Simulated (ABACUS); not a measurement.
How a calculation on TiSi2 (Fddd, 6 atoms in the cell; from Materials Project mp-2582) responds to its settings

```yaml
crystal:
  lattice:
    - [0.00000, 4.11752, 4.26290]
    - [2.38951, 0.00000, 4.26290]
    - [2.38951, 4.11752, 0.00000]
  atoms:
    - { symbol: Ti, position: [0.50000, 0.50000, 0.50000] }
    - { symbol: Ti, position: [0.75000, 0.75000, 0.75000] }
    - { symbol: Si, position: [0.83743, 0.16257, 0.83743] }
    - { symbol: Si, position: [0.16257, 0.83743, 0.16257] }
    - { symbol: Si, position: [0.41257, 0.08743, 0.41257] }
    - { symbol: Si, position: [0.08743, 0.41257, 0.08743] }
```

Base run A: PBE, PseudoDojo 0.5 standard norm-conserving PBE (tails mended) pseudopotentials in ABACUS, self-consistent single point.

Its settings: KPT = MP 5 5 5 0 0 0; basis_type = pw; ecutwfc = 84 Ry; smearing_method = fd; smearing_sigma = 0.00999582 Ry; potentials = PseudoDojo 0.5 standard norm-conserving PBE (tails mended); symmetry = 1; symmetry_prec = 1e-05; ks_solver = cg; scf_nmax = 100; scf_thr = 1.0e-09 Ry; mixing_type = pulay.

The structure comes from a collection of computed structures, made at another level of theory; the collection holds predicted forms beside known ones. No clean gap shows at this smearing width and mesh (spacing up to 0.34 Å⁻¹); the mesh is coarse for partly filled bands, so the values carry mesh errors.

ΔF is the free energy per atom less that of run A. 

```
run                 change  ΔF (meV/atom)  pressure (GPa)  largest force (eV/Å)
---  ---------------------  -------------  --------------  --------------------
A                     base           0.00            2.20                 0.028
B    volume scaled by 0.94           38.2           12.92                 0.011
C    volume scaled by 0.96           19.1            8.96                 0.003
D    volume scaled by 0.98            6.6            5.40                 0.017
E    volume scaled by 0.99            2.6            3.76                 0.022
F    volume scaled by 1.01          -1.27            0.71                 0.034
G    volume scaled by 1.02          -1.28           -0.69                 0.039
H    volume scaled by 1.04            2.2           -3.30                 0.048
I    volume scaled by 1.06           10.0           -5.64                 0.056
```

Run F against A: The free energy goes down by 1.3 meV/atom, the pressure goes from 2.20 to 0.71 GPa and the largest force goes from 0.028 to 0.034 eV/Å.

Run E against A: The free energy goes up by 2.6 meV/atom, the pressure goes from 2.20 to 3.76 GPa and the largest force goes from 0.028 to 0.022 eV/Å.

Run C against A: The free energy rises by 19.1 meV/atom, the pressure goes from 2.20 to 8.96 GPa and the largest force goes from 0.028 to 0.003 eV/Å.

Small differences between rows can be mesh errors.

“Tails mended”: in these copies of the files the far tail of each local potential was reset to the Coulomb form.
